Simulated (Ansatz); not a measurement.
The elements of this relaxed trial crystal are hidden behind letters.

```
lattice vectors (Å)
   4.7591    0.0000    0.0000
   0.0000    4.7591    0.0000
   0.0000    0.0000    4.7591
fractional positions
X 0.0000 0.5000 0.5000
X 0.5000 0.5000 0.0000
X 0.5000 0.0000 0.5000
Z 0.2685 0.7315 0.7315
Z 0.7315 0.7315 0.2685
Z 0.7315 0.2685 0.7315
Z 0.2685 0.2685 0.2685
Q 0.0000 0.0000 0.0000
```

Level of theory: Ansatz, DFT PBE, scalar-relativistic, plane waves, PAW. Settings of the last relaxation (8-atom cell): 420 eV, 8×8×8 k points, Gaussian smearing of 0.10 eV, no spin polarisation.

```
Space group                              : P-43m (No. 215)
Conventional cell                        : a = 4.759 Å
Volume per atom                          : 13.47 Å³
Density                                  : 5.37 g/cm³
Energy over the elements                 : −0.16 eV/atom
Gap on the 8×8×8 mesh of the 8-atom cell : 0 eV (a metal)
```

Energies are uncorrected and count from the elements' standard states at the same level.

Question: X is a p-block element of period 2, Z is a p-block element of period 3 and Q is a d-block element of period 6. Which elements are they?

Answer: X = B, Z = P, Q = Ir, so the formula is B3P4Ir. Density times volume gives a mean mass of 5.37 × 13.47/1.6605 = 43.6 u per atom, and this set has 43.6 u. Around B lie 4 P at 2.02 Å; P has 3 B at 2.02 Å and 1 Ir at 2.21 Å; Ir is surrounded by 4 P at 2.21 Å. Other sets within the hints have nearly the same mass, so mass alone doesn't settle it; this one was computed.

These runs have no spin–orbit coupling, which can matter for Ir. A structure relaxed within its symmetry needn't be a true minimum.
